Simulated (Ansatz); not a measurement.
InSb (zinc blende, space group No. 216) at seven volumes, plane-wave PAW r²SCAN (Ansatz code), scaled uniformly. One row is withheld.

| V (Å³/atom) | P (GPa) |
|---|---|
| 32.054 | 5.15 |
| 33.111 | 3.12 |
| 34.167 | 1.42 |
| 35.224 | 0.00 |
| 36.281 | -1.19 |
| 37.338 | -2.20 |
| 38.394 | ? |

**Question.** Fit the shown pressures and predict the withheld one.

**Answer.** P = (3/2)B₀(x^(7/2) − x^(5/2))[1 + (3/4)(B′ − 4)(x − 1)] with x = (V₀/V)^(2/3). Least squares on the six rows gives V₀ = 35.223 Å³/atom, B₀ = 43.4 GPa, B′ = 4.86. At V = 38.394, x = 0.9442 and P = -3.04 GPa. The run itself gave -3.05 GPa.

Space group F-43m (zinc blende). Symmetry was held in the r²SCAN relaxation; of distortions, only those at the zone centre were tested. Spin–orbit coupling is left out wherever it is not named.

Potentials: the later of the program's two PAW sets.
